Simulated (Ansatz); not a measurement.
# Slab of zincblende GaN (110), 2 layers

The slab is cut from the zincblende crystal, which needn't be the stable phase, as relaxed on PAW files (11.76 Å³/atom), with 16 Å of vacuum and a dipole correction:

```yaml
crystal:
  lattice:
    - [3.21627, 0.00000, 0.00000]
    - [0.00000, 4.54849, 0.00000]
    - [0.00000, 0.00000, 17.60810]
  atoms:
    - { symbol: Ga, position: [0.00000, 0.87500, 0.45434] }
    - { symbol: N, position: [0.50000, 0.62500, 0.45434] }
    - { symbol: Ga, position: [0.50000, 0.37500, 0.54566] }
    - { symbol: N, position: [0.00000, 0.12500, 0.54566] }
```

Computed with Ansatz 0.2.0; functional PBE, scalar-relativistic. Settings: a Γ-centred 8×6×1 k mesh, Fermi–Dirac smearing of 0.02 eV, no spin polarisation. Methods: LAPW: all electrons, basis error target 1 meV/atom; PAW: frozen-core files, cutoff 420 eV.

The bulk energy comes from a cell in the slab's orientation on a 8×6×8 mesh. The surface energy is (E(slab) − N·E(bulk))/2A at zero smearing, the mean of both faces; thin slabs carry quantum-size effects.

As cut, the LAPW slab lies 3.459 eV above 4 atoms of bulk. What surface energy is that?

Over two faces of 14.63 Å² it is 118.2 meV/Å², and times 16.02 J/m² per eV/Å² that gives γ = 1.894 J/m².

```json
{"method": "LAPW", "γ as cut (J/m²)": "1.894", "γ relaxed (J/m²)": "?"}
```

Fill in "γ relaxed (J/m²)" for the row "LAPW".

1.293.

How do the spacings between the planes relax?

From the bottom face up: d12 -25.9 % of 1.608 Å. The outer plane rumples by 0.385 Å.

Where do the band edges lie?

On the k mesh: gap 2.20 eV, valence top 6.01 eV below the vacuum level.
